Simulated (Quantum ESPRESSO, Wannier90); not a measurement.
# Wannier functions of CaPdF$_{6}$ (R-3)

```
begin unit_cell_cart
ang
   -2.5705051600    4.4522455382    0.0000000000
   -5.1410103199    0.0000000000    0.0000000000
   -2.5705051600    1.4840818461    4.8917930000
end unit_cell_cart
begin atoms_frac
Ca   0.5000000000  0.5000000000  0.5000000000
Pd   0.0000000000  0.0000000000  0.0000000000
F    0.3844900000 -0.2182600000 -0.2300370000
F   -0.3844900000  0.2182600000  0.2300370000
F   -0.2182600000  0.0638070000 -0.2300370000
F    0.2182600000 -0.0638070000  0.2300370000
F    0.0638070000  0.3844900000 -0.2300370000
F   -0.0638070000 -0.3844900000  0.2300370000
end atoms_frac
```

Cell from Materials Project (mp-7922), symmetrised, no further relaxation. COD (Crystallography Open Database) has an entry of this formula and space group (matched by these alone). Level: PBEsol, no spin polarisation, no spin-orbit coupling; pw.x of Quantum ESPRESSO at 68 Ry with PseudoDojo potentials, 4×4×4 k-points, Wannier90. Density: 8×8×8 mesh, cold smearing 0.01 Ry.

Bands 17-20 form an isolated set from -4.87 to -4.26 eV relative to the valence-band maximum (on the path) and are turned into 4 Wannier functions by minimising the spread from the start: SCDM (isolated).

Centres (Cartesian, Å; one of the equivalent choices) and spreads:

```
n      x      y      z  spread (Å²)  nearest atom
-  -----  -----  -----  -----------  ------------
1  0.000  0.000  0.000        2.897           Pd2
2  0.000  0.000  0.000        2.897           Pd2
3  0.000  0.000  0.000        2.896           Pd2
4  0.000  0.000  0.000        4.306           Pd2
```

Ω_I = 12.85 Å², Ω_total = 13.00 Å²; the interpolated bands follow pw.x to 2.1 meV rms on the path. Only this start was tried; a symmetric start can stop on a saddle, and mixtures of these functions could lower the total by at most Ω_total − Ω_I.
